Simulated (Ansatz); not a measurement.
A single-point calculation of Ga₄AsP₃, ordered on the zincblende lattice (Pmm2) with 8 atoms a cell with Ansatz 0.2.0, at the level HSE06. Cell and atoms come from a relaxation with r2SCAN.

Input file:
```yaml
crystal:
  lattice:
    - [3.8936249088, 0.0, 0.0]
    - [0.0, 7.7851408787, 0.0]
    - [0.0, 0.0, 5.5003000602]
  atoms:
    - { symbol: P, position: [0.0, 0.2463174227, 1.0669e-06] }
    - { symbol: Ga, position: [0.5, 0.2433831818, 0.7542795047] }
    - { symbol: P, position: [0.5, 0.0, 0.4999097428] }
    - { symbol: Ga, position: [0.0, 0.0, 0.2539211835] }
    - { symbol: P, position: [0.0, 0.7536825773, 1.0669e-06] }
    - { symbol: Ga, position: [0.5, 0.7566168182, 0.7542795047] }
    - { symbol: As, position: [0.5, 0.5, 0.5001922911] }
    - { symbol: Ga, position: [0.0, 0.5, 0.2374156393] }
kpoints:
  mp_grid: { grid: [4, 2, 4] }
  band_path:
    path:
      - [0.0, 0.0, 0.0]
      - [0.5, 0.0, 0.0]
      - [0.5, 0.5, 0.0]
      - [0.0, 0.5, 0.0]
      - [0.0, 0.0, 0.5]
      - [0.5, 0.0, 0.5]
      - [0.5, 0.5, 0.5]
      - [0.0, 0.5, 0.5]
    npoints: 1
hamiltonian:
  xc: hse06
scf:
  occupations: { method: fixed }
  n_extra_bands: 6
output:
  forces: true
  stress: true
  eigenvalues: true
```

Command: `ansatz run input.yaml --threads 4 --pin off --max-ram 6451MiB --backend cpu --events-out ev --progress --plain --runs-dir out`. It took 7.6 min on 4 threads of Intel(R) Xeon(R) Processor @ 2.50GHz (Skylake/Cascade Lake), on a shared host, load about 0.8 per core; peak host memory 3.1 GiB.

Task: What will the output look like, and what does it show?

Result: Output, abridged:
```
scf.n_extra_bands = 6 over 41 filled bands (N_el = 82.0): the run solves 47 bands
Pseudopotential: P, paw, valence charge 5, recommended cutoff 420 eV (normal)
Pseudopotential: Ga, paw, valence charge 13, recommended cutoff 420 eV (normal)
Pseudopotential: As, paw, valence charge 15, recommended cutoff 420 eV (normal)
Functional definition: HSE06
Crystal: 8 atoms, lattice volume = 166.727 Å³
Basis set: ecut = 420 eV, 3297 PW (Γ)
Symmetry: 4 space group operations
Space group: Pmm2 (ITA 25)
k-points: 18 of 32 (time reversal used)
[warm-up without exact exchange]
SCF 1 stopped early in 3 iterations: F = -22258.240009 eV  dr2 = 9.70e-5
[exact exchange on]
Exchange kernel: α = 0.2500, screened, ω = 0.2079 Å⁻¹, Wigner–Seitz truncation, v(0) = 1036.8434 eV·Å³, q-mesh 4×2×4
preconditioner: auto → none  [insulator: Δε(μ)=2.036 eV  ℏωp=24.4 eV]
SCF 2 stopped early in 7 iterations: F = -22263.218742 eV  dr2 = 4.36e-6
hybrid outer 1: dexx = +3.917e-2 eV, tail = 1.54e-4 eV
SCF 3 converged in 7 iterations: F = -22263.218179 eV  dr2 = 1.47e-9
hybrid outer 2: dexx = +5.439e-6 eV, tail = 9.36e-8 eV, Δε = 3.20e-3 eV, ΔF = 9.31e-3 eV/Å
SCF 4 converged in 2 iterations: F = -22263.218178 eV  dr2 = 9.69e-10
hybrid outer 3: dexx = +2.857e-9 eV, tail = 2.23e-9 eV, Δε = 9.72e-5 eV, ΔF = 4.60e-5 eV/Å
NSCF: frozen V_eff on 8 k-points
Free energy (F): -22263.218178 eV
Fermi energy:    7.000096 eV
--- Forces (eV/Å), atoms counted from 1 ---
  atom   1  P       0.00000      0.00242      0.00034
  atom   2  Ga      0.00000      0.00954      0.00349
  atom   3  P       0.00000      0.00000    -0.00049
  atom   4  Ga      0.00000      0.00000    -0.00268
  atom   5  P       0.00000    -0.00242      0.00034
  atom   6  Ga      0.00000    -0.00954      0.00349
  atom   7  As      0.00000      0.00000    -0.00004
  atom   8  Ga      0.00000      0.00000    -0.00447
--- Stress (GPa, compression-positive) ---
        1.015228       0.000000       0.000000
        0.000000       1.084653       0.000000
        0.000000       0.000000       0.239188
  P = ⅓ Tr σ = 0.7797 GPa (7.797 kbar)
```
Iteration counts and the last digits belong to this one run.

bands.tsv, columns around the gap (it counts bands from 0):
```tsv
# k_distance	band_36	band_37	band_38	band_39	band_40	band_41	band_42	band_43	band_44
# fermi_ev = 7.000096
# [0, 0, 0] at k_distance = 0.000000
# [0.5, 0, 0] at k_distance = 0.806855
# [0.5, 0.5, 0] at k_distance = 1.210393
# [0, 0.5, 0] at k_distance = 2.017248
# [0, 0, 0.5] at k_distance = 2.716587
# [0.5, 0, 0.5] at k_distance = 3.523442
# [0.5, 0.5, 0.5] at k_distance = 3.926979
# [0, 0.5, 0.5] at k_distance = 4.733835
# levels_relative_to = fermi_ev
0.000	-1.522	-1.236	-0.052	-0.044	0.000	2.160	2.403	2.436	3.751
0.807	-2.976	-2.939	-2.853	-1.520	-1.190	2.047	2.304	2.454	2.457
1.210	-3.239	-2.879	-2.751	-2.687	-2.556	3.401	3.424	3.489	3.542
2.017	-2.398	-1.528	-1.400	-0.536	-0.125	2.645	2.909	3.670	3.818
2.717	-1.772	-1.447	-1.231	-1.230	-0.971	2.222	2.269	2.731	2.938
3.523	-3.706	-1.445	-1.272	-1.236	-1.106	2.265	2.265	5.363	5.369
3.927	-3.291	-2.233	-2.181	-2.087	-2.004	4.106	4.110	4.263	4.264
4.734	-1.769	-1.767	-1.737	-1.690	-1.123	3.285	3.321	3.325	3.581
```
In order the rows are Γ, X, S, Y, Z, U, R, T.

The HSE06 gap is indirect, 2.05 eV (Γ to X), below the direct gap of 2.16 eV at Γ. Edges are sought over the mesh and the listed points. With the atoms held, the mean pressure is +0.8 GPa (compression positive). (The program warns that its thresholds are loose for a hybrid's stress.)

These are computed values for a spin-unpolarised cell that may be hypothetical; none is a measurement.

Spin-orbit coupling is left out.

The meshes of the hybrids are coarse, so their gaps aren't converged to the digits shown.
